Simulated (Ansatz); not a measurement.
Relaxed-ion elastic tensor of Sn (bcc (W type), Im-3m) in GPa (Voigt order), plane-wave PAW PBEsol (Ansatz code); density 7.58 g/cm³, 26.02 Å³ per atom.

```
48.2  61.3  61.3   0.0   0.0   0.0
61.3  48.2  61.3   0.0   0.0   0.0
61.3  61.3  48.2   0.0   0.0   0.0
 0.0   0.0   0.0  24.3   0.0   0.0
 0.0   0.0   0.0   0.0  24.3   0.0
 0.0   0.0   0.0   0.0   0.0  24.3
```

Task: Is the crystal mechanically stable?

Result: No: the smallest eigenvalue of C is -13.1 GPa.

The first step of the workflow began from a Materials Project structure, measured or hypothetical; the Crystallography Open Database copy checked does not list it. It is not the phase usual at ambient conditions (space group No. 141). The cell was relaxed with PBEsol under the symmetry of its start. At this level the phase is mechanically unstable. As this level gives no gap, shear constants depend on the k-mesh and smearing (Fermi–Dirac, 0.1 eV here). Scalar-relativistic: spin–orbit coupling is off unless named, which matters more the heavier the elements.

Potentials: the earlier of the program's two PAW sets. The files were generated under PBE; for other functionals the program regenerates the frozen cores, and for LDA and PBEsol the local potential too.
